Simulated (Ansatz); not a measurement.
Te2Pd in space group R-3m (No. 166; Pd on 3a, Te on 6c), plane-wave PAW LDA (Ansatz code), all energies at zero smearing, with the estimated change up to a 700 eV cutoff added, with one set of potentials and settings (totals compare only within such a set). Cell of 3 atoms (1 Pd, 2 Te): -20499.871 eV.

```csv
element,reference phase,E (eV/atom)
Pd,"Fm-3m, 1 atoms in the cell",-6844.5892
Te,"P3_121, 3 atoms in the cell",-6827.2001
```

Formation energy per atom, worked out: (-20499.871 − 1×(-6844.5892) − 2×(-6827.2001))/3 = -0.294 eV/atom (-28 kJ per mol of atoms), at 0 K, without zero-point energy or fitted corrections.

A made-up cell: these elements were put on the sites of a structure type; neither database checked (COD, Materials Project) lists it. COD files the formula under space group No. 164. Its standing as an ambient phase is unchecked. The LDA relaxation kept the symmetry of its start; whether a distortion lowers the energy is not shown. No spin polarisation was allowed. A crystal of weakly bound layers computed without a dispersion correction: the cell and the soft elastic constants depend strongly on that. The references are the lowest solids computed at this level, not always the standard phases. Scalar-relativistic: spin–orbit coupling is off unless named, which matters more the heavier the elements.

Potentials: the later of the program's two PAW sets.
